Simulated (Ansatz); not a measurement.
MoPt2:
```
CELL_PARAMETERS angstrom
     -1.36424     1.95545     4.10801
      1.36424    -1.95545     4.10801
      1.36424     1.95545    -4.10801
ATOMIC_POSITIONS crystal
  Mo 0.00000 0.00000 0.00000
  Pt 0.66340 0.66340 0.00000
  Pt 0.33660 0.33660 0.00000
```

Relaxed with LDA. Special points in fractions of this cell's reciprocal vectors: Γ (0.000, 0.000, 0.000); X (0.500, 0.500, -0.500); F2 (0.278, 0.722, -0.278); Σ0 (-0.278, 0.278, 0.278); Y0 (0.307, -0.307, 0.307); U0 (0.693, 0.307, -0.307); R (0.000, 0.500, 0.000); W (0.250, 0.250, 0.250); S (0.500, 0.000, 0.000); T (0.000, 0.000, 0.500).

Q: List the band energies nearest the Fermi level at these points for plane-wave PAW LDA (Ansatz code).

A: In eV from the Fermi level; about four levels below and three above (degenerate sets whole), none deeper than 8.9 eV; points with the same levels are listed once.

```csv
k,below,above
Γ,-2.19 -2.14 -1.18 -0.84,1.02 2.03 4.29
X,-2.18 -2.13 -1.79 -0.83,1.61 1.71 1.89
F2,-2.36 -1.83 -1.52 -0.55,0.42 0.52 0.91
Y0,-1.82 -1.58 -1.57 -0.98,0.58 1.00 1.59
R,-5.01 -3.68 -1.99 -1.57,0.04 0.63 0.64
W,-3.03 -2.57 -1.58 -1.47,0.17 0.92 3.04
S,-2.16 -1.48 -0.96 -0.25,0.83 1.41 1.83
T,-2.63 -0.52 -0.51 -0.25,0.59 1.11 2.90
```

Space group Immm. The first step of the workflow began from a Materials Project structure, measured or hypothetical; the Crystallography Open Database files this formula in space group No. 71, but the cells were not matched. Whether it is the stable phase at ambient conditions was not checked. The LDA relaxation kept the symmetry of its start; of distortions, only those at the zone centre were tested. No spin polarisation was allowed. Scalar-relativistic: spin–orbit coupling is off unless named, which matters more the heavier the elements.

Potentials: the later of the program's two PAW sets.
